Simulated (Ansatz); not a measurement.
## CaHClO: energy from the work of forces and stress

```
Ca H Cl O
1.0
     3.86984    0.00000    0.00000
    -1.93492    3.35138    0.00000
     0.00000    0.00000    9.80983
Ca H Cl O
2 2 2 2
Cartesian
  0.0000 2.2343 0.0007
  1.9349 1.1171 4.9056
  0.0000 0.0000 1.6376
  0.0000 0.0000 6.5425
  0.0000 2.2343 3.1064
  1.9349 1.1171 8.0114
  0.0000 0.0000 0.6683
  0.0000 0.0000 5.5732
```

Level of theory: Ansatz, DFT r2SCAN, scalar-relativistic, plane waves, PAW.

Cutoff 500 eV; k points 6×6×4 on the computed 8-atom cell (Γ-centred); Gaussian smearing, width 0.02 eV; no spin polarisation.

At the start the stress (GPa, compression positive, xx yy zz yz xz xy) is -0.31 -0.31 -0.44 0.00 0.00 0.00 and the forces (eV/Å) are Ca1 (0.00, 0.00, 0.05); Ca2 (0.00, 0.00, 0.05); H3 (0.00, 0.00, -0.17); H4 (0.00, 0.00, -0.17); Cl5 (0.00, 0.00, 0.03); Cl6 (0.00, 0.00, 0.03); O7 (0.00, 0.00, 0.09); O8 (0.00, 0.00, 0.09). Each variant moves atoms by u and then strains the cell by ε, so an atom ends at (r + u)(1 + ε); shears are tensor components, each standing twice in ε. The starting volume is 127.23 Å³.

Variant 1: strain (xx yy zz yz xz xy, %) -3.56 -2.39 0.03 1.14 1.03 -0.12, moves (Å) Ca1 (0.192, -0.090, 0.007); Ca2 (-0.090, 0.227, -0.232); H3 (-0.185, -0.261, 0.007); H4 (0.006, 0.170, 0.153); Cl5 (-0.059, 0.085, 0.197); Cl6 (0.054, 0.000, -0.127); O7 (0.199, 0.102, -0.024); O8 (-0.119, -0.232, 0.019). There the stress is 5.13 9.64 -5.55 -0.27 1.02 -1.62 GPa and the forces (eV/Å) are Ca1 (-0.28, 1.58, -1.41); Ca2 (0.01, -3.21, 1.96); H3 (1.74, 1.64, -3.44); H4 (-0.67, -1.87, -4.96); Cl5 (0.18, 0.59, -2.59); Cl6 (0.10, -0.19, 0.95); O7 (-1.78, -3.17, 4.45); O8 (0.71, 4.64, 5.03).

Variant 2: no strain, moves (Å) Ca1 (0.225, 0.000, 0.000). There the stress is 0.75 0.24 -0.01 0.47 0.59 1.03 GPa and the forces (eV/Å) are Ca1 (-1.33, -0.27, -0.09); Ca2 (0.00, 0.00, 0.05); H3 (0.09, 0.02, -0.15); H4 (0.01, 0.00, -0.17); Cl5 (0.02, 0.00, 0.03); Cl6 (0.23, -0.07, -0.06); O7 (0.98, 0.33, 0.30); O8 (-0.01, 0.00, 0.08).

Variant 3: strain (xx yy zz yz xz xy, %) -2.43 -1.12 -1.53 0.40 0.55 -1.00, moves (Å) Ca1 (-0.052, 0.166, -0.120); Ca2 (0.189, -0.150, 0.147); H3 (-0.128, 0.268, -0.035); H4 (-0.090, -0.071, -0.110); Cl5 (-0.151, -0.044, 0.201); Cl6 (0.143, -0.051, -0.064); O7 (0.247, 0.088, 0.117); O8 (-0.159, -0.206, -0.136). There the stress is 8.47 7.73 7.92 -1.01 -1.99 -4.41 GPa and the forces (eV/Å) are Ca1 (1.15, -0.94, 1.17); Ca2 (-3.09, 0.88, -1.63); H3 (-1.17, 0.59, 3.93); H4 (-0.02, -0.33, -0.99); Cl5 (0.59, -0.02, -1.03); Cl6 (-0.18, 0.45, -0.12); O7 (0.06, -0.10, -4.42); O8 (2.67, -0.52, 3.09).

Variant 4: strain (xx yy zz yz xz xy, %) 0.02 0.02 -5.98 0.00 0.00 0.00, moves (Å) Ca1 (0.000, 0.000, 0.009); Ca2 (0.000, 0.000, 0.007); H3 (0.000, 0.000, 0.055); H4 (0.000, 0.000, 0.003); Cl5 (0.000, 0.000, -0.009); Cl6 (0.000, 0.000, -0.061); O7 (0.000, 0.000, -0.012); O8 (0.000, 0.000, 0.009). There the stress is 1.77 1.77 8.29 0.00 0.00 0.00 GPa and the forces (eV/Å) are Ca1 (0.00, 0.00, -0.03); Ca2 (0.00, 0.00, 0.18); H3 (0.00, 0.00, -0.50); H4 (0.00, 0.00, 3.51); Cl5 (0.00, 0.00, -0.14); Cl6 (0.00, 0.00, 0.17); O7 (0.00, 0.00, 0.46); O8 (0.00, 0.00, -3.65).

**Question.** Estimate each change of free energy from forces and stresses by the trapezoid rule along the path (r + tu)(1 + tε), t from 0 to 1, and compare with the computed change.

**Answer.** The derivative of the energy along the path is −F·u(1 + tε) for the atoms and −V σ(1 + tε)⁻¹ : ε for the cell, with F, σ and V taken at t (σ positive in compression; 1 eV/Å³ = 160.2 GPa). Averaging t = 0 and t = 1 gives, in meV per atom:
```tsv
variant	work on atoms	work on cell	sum	computed
1	349.6	18.1	367.8	340.5
2	18.7	0.0	18.7	18.0
3	157.8	16.2	174.1	189.0
4	4.5	23.3	27.7	25.5
```

The rule is exact for a quadratic energy surface and overshoots a term ct³ by c/2, so the difference between the last two columns measures the net anharmonic part along the path (terms of opposite sign can cancel, and the finite basis adds a little): 4 to 9 % here.

Cost: 5 runs of about 5 core-minutes in all, on Arm Neoverse V1 (shared hosts).